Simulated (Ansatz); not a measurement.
## Every step of a relaxation of Ti (bcc type)

DFT, PBEsol, PAW with Ansatz's default frozen-core files, scalar-relativistic (Ansatz 0.2.0); a Γ-centred 22×22×22 k mesh, Fermi–Dirac smearing of 0.1 eV, no spin polarisation. The run relaxes cell and atoms at a target pressure of 380 GPa.

Command: `ansatz run input.yaml --threads 1 --pin off --max-ram 3584MiB --backend cpu --events-out ev --progress --plain --runs-dir out` It took 7.1 s on 1 thread of Arm Neoverse V2, on a shared host, peak memory 0.3 GiB.

PAW: frozen-core files, cutoff 420 eV; forces are relaxed below 0.005 eV/Å.

Each step lists its enthalpy F + pV a cell above the last geometry, the pressure, the cell vectors (Å), and Cartesian positions (Å) with forces (eV/Å).

The first step:

```
step 1  dH = 13.64 meV  P = 355.1 GPa
  cell -1.2006 1.2006 1.2006  1.2006 -1.2006 1.2006  1.2006 1.2006 -1.2006
  Ti 0.0000 0.0000 0.0000   0.0000 0.0000 0.0000
```

The PAW files were made under PBE. At this compression frozen-core PAW has no all-electron check here.

The symmetry of the start is kept and no stability test is made, so the end need not be the stable phase.

Where does the relaxation end, and by which steps?

After 3 geometries, with conventional a, b, c = 2.382, 2.382, 2.382 Å, at 6.754 Å³/atom (-2.43 % against the start) in space group Im-3m, with a shortest distance of 2.063 Å. The further steps:
```
step 2  dH = 0.69 meV  P = 374.6 GPa
  cell -1.1929 1.1929 1.1929  1.1929 -1.1929 1.1929  1.1929 1.1929 -1.1929
  Ti 0.0000 0.0000 0.0000   0.0000 0.0000 0.0000
step 3  dH = 0.00 meV  P = 380.1 GPa
  cell -1.1908 1.1908 1.1908  1.1908 -1.1908 1.1908  1.1908 1.1908 -1.1908
  Ti 0.0000 0.0000 0.0000   0.0000 0.0000 0.0000
step 4  dH = 0.50 meV  P = 380.1 GPa  (same geometry on a basis chosen anew; earlier energies don't compare to the last digit)
  cell -1.1908 1.1908 1.1908  1.1908 -1.1908 1.1908  1.1908 1.1908 -1.1908
  Ti 0.0000 0.0000 0.0000   0.0000 0.0000 0.0000
```
